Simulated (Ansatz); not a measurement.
**Question.** Name crystals whose computed values (PBEsol in the plane-wave PAW code Ansatz) fall in these windows: gap (eV) 0.095 to 0.13; B₀ by P(V) fit (GPa) 65 to 90; HSE06 gap (eV) 1.1 to 1.4.

**Answer.** 

```json
[
 {"crystal": "ZnCu2SnS4, I-4 (Pearson symbol tI16)", "gap (eV)": "0.11", "B₀ by P(V) fit (GPa)": "79.9", "HSE06 gap (eV)": "1.26"}
]
```
Others may fit too.

The cell was relaxed under the symmetry of its start. Rows with no word on spin ran without spin polarisation. Spin–orbit coupling is left out wherever it is not named.

Potentials: the later of the program's two PAW sets.
